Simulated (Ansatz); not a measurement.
# Pt (Fm-3m) as a metal

```xyz
1
Lattice="0.0000 1.9596 1.9596 1.9596 0.0000 1.9596 1.9596 1.9596 0.0000" Properties=species:S:1:pos:R:3 pbc="T T T"
Pt    0.0000    0.0000    0.0000
```

Computed, not measured; unless marked otherwise by PBEsol, all-electron LAPW in Ansatz 0.2.0, scalar-relativistic. k mesh 18×18×18, fine mesh 24×24×24, Fermi-Dirac smearing of 0.080 eV, basis error target 1 meV/atom. The cell was relaxed by PAW under this functional.

Levels and slopes are solved on a 24×24×24 mesh, and each state is taken as quadratic over its cell.

(1) What is the density of states at the Fermi level, and which bare Sommerfeld coefficient follows?

(2) What Drude plasma energy and σ/τ do the band velocities give?

(3) Which bands cross the Fermi level, and what do they carry?

(4) Map the plane k₃ = 0 of the mesh: how many bands lie under the Fermi level at each point, counted from the least on the plane?

(5) On PAW files the program sums the optical response inside the mesh cells, interband lines and its own Drude term. Where does ε₁ rise through zero (a sharp plasmon if ε₂ is small there), and how much light is reflected?

(6) What does PAW give for the same cell?

## Answers

(1) N(E_F) = 2.03 states/eV/atom (both spins), so γ = (π²/3) k_B² N(E_F) = 4.79 mJ/(mol-atom K²) without electron-phonon or spin-fluctuation enhancement.

(2) (ħω_p,α)² = (e²/ε₀VN_k) Σ_nkσ (∂E/∂k_α)² δ(E − E_F) gives ħω_p = (8.93, 8.93, 8.93) eV along x, y, z, and σ/τ = ε₀ω_p² = 16.3×10²⁰ Ω⁻¹m⁻¹s⁻¹ along x. Weighted by the density of states, the mean Fermi speed is 0.404×10⁶ m/s; the surface has an area of 44.5 Å⁻² for each spin direction.

(3) 

```tsv
band	filled part	N (states/eV/cell)	speed (10⁶ m/s)	5th to 95th percentile	area (Å⁻²)	filling
1	1.00	0.0249	0.405	0.06 to 1.10	0.547	nearly full
2	1.00	0.0237	0.522	0.26 to 1.05	0.67	nearly full
3	0.77	1.71	0.324	0.13 to 0.56	30	partly filled
4	0.24	0.279	0.881	0.57 to 1.09	13.3	partly filled
```

(4) k₁ runs to the right and k₂ upwards, each from −½ to ½ with 0 in the middle (the axes needn't be at right angles):
```
122222233333422222222221
222233333333443332222212
222333333334444444444422
223333333334444444444422
223333333344444444444422
223333333444444444444422
233333333444444444444422
233333334444444444444432
233333444444444444444432
233334444444444444444432
233444444444444444444442
244444444444444444444444
224444444444444444444433
223444444444444444443333
223444444444444444433333
223444444444444443333333
222444444444444433333333
222444444444444433333332
222444444444444333333332
222444444444443333333332
222444444444443333333322
221222223334433333333222
112222222222433333222222
012222222222222222222221
```

(5) 

| Property | Result |
| --- | --- |
| Fine mesh | 24, 24, 24 |
| Window top | 20 eV |
| Line width | 0.15 eV |
| Drude damping | 0.1 eV |
| ε₁ rises through zero at x | 6.01, 11, 11.62 eV |
| ε₂ there x | 3.31, 2.95, 3.27 |
| Plasma energy (x, y, z) | 8.87, 8.87, 8.87 eV |
| Reflectivity at 1 eV, x-polarised | 0.8802 |
| Reflectivity at 2 eV, x-polarised | 0.7877 |
| Reflectivity at 3 eV, x-polarised | 0.6884 |

The plasma energy here is the program's own sum at the run's smearing; it differs from the value above by up to 1 %, through mesh and smearing.

(6) N(E_F) = 2.04 states/eV/atom and ħω_p,x = 8.93 eV.

Limits of these numbers: no spin-orbit coupling on heavy atoms; large density of states at the Fermi level, a magnetic or distorted state may lie lower; these sums move with the mesh, by several per cent and more for small sheets; frozen-core PAW files fitted under PBE, their cores solved anew for the functional of the run.
